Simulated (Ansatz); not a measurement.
Problem. Each is relaxed and computed with the program Ansatz at the PBEsol level (PAW). Which is the only one with a gap?
(A) TiSi, CsCl type
(B) VSi2, P6_222 (V on 3d, Si on 6j)
(C) CoSi, P-6m2 (Co on 1a, Si on 1f)
(D) MgCu2SiS4, Pmn2_1 (Pearson symbol oP16)

Solution. D, MgCu2SiS4, Pmn2_1 (Pearson symbol oP16). MgCu2SiS4: gap 1.73 eV (direct); TiSi: metal; CoSi: metal; VSi2: metal. Constructed cells (a structure type filled with these elements, in neither database checked): TiSi, CsCl type; CoSi, P-6m2 (Co on 1a, Si on 1f). Standing as an ambient phase not checked: MgCu2SiS4, Pmn2_1 (Pearson symbol oP16). Began spin-polarised and lost the moments: CoSi, P-6m2 (Co on 1a, Si on 1f). Unstable at this level: TiSi, CsCl type. All cells were relaxed under the symmetry of their starts (and spin orders); stability against distortions was not tested throughout. Rows with no word on spin ran without spin polarisation.

Potentials: the later of the program's two PAW sets.
